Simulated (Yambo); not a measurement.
Yambo run on CdBr2 (space group R-3m, No. 166). The wavefunctions are norm-conserving PBEsol (Quantum ESPRESSO, 102 Ry, scalar-relativistic) ones on a 4×4×4 mesh (17 occupied bands); a = b = c = 6.7136 Å, α = β = γ = 34.64°.

Yambo input:

```
rim_cut
HF_and_locXC
RandQpts= 1000000
RandGvec= 1 Ry
EXXRLvcs= 102 Ry
VXCRLvcs= 408 Ry
% QPkrange
 1 | 1 | 17 | 18 |
 3 | 3 | 17 | 18 |
 7 | 7 | 17 | 18 |
 13 | 13 | 17 | 18 |
%
```

k points by index: 1 = Γ, 3 = L, 7 = F, 13 = Z.

Table of the .hf output:

```
#    K-point    Band    Eo [eV]    Ehf [eV]    Vxc [eV]    Vnlxc [eV]
#
    1    17    -0.143928    -3.738112    -14.25118    -17.84536
    1    18    2.664584    6.579181    -10.95444    -7.039845
    3    17    -0.357350    -4.027702    -13.94584    -17.61619
    3    18    3.975691    8.460233    -12.52860    -8.044054
    7    17    0.000000    -3.600405    -14.15654    -17.75695
    7    18    3.315812    7.535882    -11.48214    -7.262072
    13    17    -0.014499    -3.549650    -14.34495    -17.88010
    13    18    3.969205    8.190454    -12.52957    -8.308320
```
Exchange alone, without screening.

Spin-orbit coupling is not included.

Geometry relaxed with PBE+D3(BJ).
